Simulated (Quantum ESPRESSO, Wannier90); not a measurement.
## Wannier functions of Bi$_{2}$Te$_{3}$ (R-3m)

```xyz
5
Lattice="-2.2091 3.8262 0.0000 -4.4181 0.0000 0.0000 -2.2091 1.2754 10.7524" Properties=species:S:1:pos:R:3 pbc="T T T"
Bi    -2.2091     1.2754    -2.0482
Bi     2.2091    -1.2754     2.0482
Te    -2.2091     1.2754     3.7588
Te     2.2091    -1.2754    -3.7588
Te     0.0000     0.0000     0.0000
```

Structure: Materials Project mp-34202, symmetrised, not relaxed again. COD (Crystallography Open Database) has an entry of this formula and space group (matched by these alone). Computed values, not measurements, from LDA: Quantum ESPRESSO (norm-conserving PseudoDojo potentials, cutoff 66 Ry, no spin polarisation, no spin-orbit coupling) on a Γ-centred 6×6×6 mesh, then Wannier90. Density: 8×8×8 mesh, Gaussian smearing 0.01 Ry. Spin-orbit coupling is left out although heavy elements are present.

Bands 26-30 form an isolated set from -12.90 to -7.78 eV relative to the valence-band maximum (on the path) and are turned into 5 Wannier functions by minimising the spread from the start: atomic waves Bi 6s, Te 5s.

Centres (Cartesian, Å; one of the equivalent choices) and spreads:

```csv
n,x,y,z,spread (Å²),nearest atom
1,-2.209,1.275,-2.072,1.842,Bi1
2,2.209,-1.275,2.072,1.842,Bi2
3,-2.209,1.275,3.653,1.684,Te3
4,2.209,-1.275,-3.653,1.684,Te4
5,0.000,0.000,0.000,1.748,Te5
```

Ω_I = 8.77 Å², Ω_total = 8.80 Å²; the interpolated bands follow pw.x to 0.1 meV rms on the path. Only this start was tried; a symmetric start can stop on a saddle, and mixtures of these functions could lower the total by at most Ω_total − Ω_I.
